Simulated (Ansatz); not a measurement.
Theory: Ansatz 0.2.0, DFT PBE, scalar-relativistic, plane waves, PAW. Settings: cutoff 420 eV, Γ-centred meshes spaced at most about 0.3 Å⁻¹, and about 0.25 Å⁻¹ or finer for metals (2π included), Gaussian smearing. No spin polarisation in the final relaxations.

Temperature and zero-point effects are left out.

Two relaxed structures of TiNiS2:

A.

```xyz
4
Lattice="3.3201 0.0000 0.0000 -1.6600 2.8753 0.0000 0.0000 0.0000 6.0407" Properties=species:S:1:pos:R:3 pbc="T T T"
Ti    1.6600    0.9584    0.0000
Ni    1.6600    0.9584    3.0203
S     0.0000    0.0000    1.5203
S     0.0000    0.0000    4.5204
```

B.

```xyz
8
Lattice="5.9818 0.0000 0.0000 0.0000 3.3260 0.0000 -1.2849 0.0000 6.1315" Properties=species:S:1:pos:R:3 pbc="T T T"
Ti    2.6597    1.6630    6.0671
Ti    1.0409    0.0000    0.0653
Ni    3.9867    1.6630    2.6560
Ni   -0.1682    0.0000    3.3290
S     3.0084    0.0000    1.5216
S    -0.0380    1.6630    1.5566
S     1.6191    0.0000    4.6233
S     4.6854    1.6630    4.7072
```

Problem. Which would you expect to be lower, and how large is the difference?

Solution. B is lower, by 107 meV/atom. A has Ti and Ni ordered on tungsten carbide sites, space group P-6m2 (No. 187), 14.4 Å³/atom and no gap on its mesh; B has space group Pm (No. 6), 15.2 Å³/atom and no gap. Counting S atoms around Ni and Ti (those within 1.25 times the shortest such distance or 1.15 times the sum of covalent radii, 1.27 where that leaves under three; a plus sign parts nearer from farther groups; a slash parts the counts of unlike sites), A has Ti 6, Ni 6 and B has Ti 6, Ni 4/1+4. The lower one is the more open, so pressure narrows the difference. In A, Ti is surrounded by 6 S at 2.45 Å and 2 Ni at 3.02 Å; Ni is surrounded by 6 S at 2.43 Å and 2 Ti at 3.02 Å; S has 3 Ni at 2.43 Å and 3 Ti at 2.45 Å. In B, Ti on its first site is surrounded by 6 S at 2.44–2.57 Å and 1 Ni at 2.72 Å; Ni on its first site is surrounded by 4 S at 2.17–2.24 Å, 2 Ni at 2.56 Å and 1 Ti at 2.72 Å; S on its first site is surrounded by 2 Ni at 2.24 Å and 3 Ti at 2.45–2.48 Å; 5 more sites not described. Both come from invented guesses.

No Hubbard U is applied to the 3d shell of Ni. Trial moments died out on the coarse mesh in P-6m2 and Pm; another magnetic start might hold. Cells relaxed within their symmetry can be saddle points. The Pm cell of TiNiS2 came from shaking the P-6m2 one.
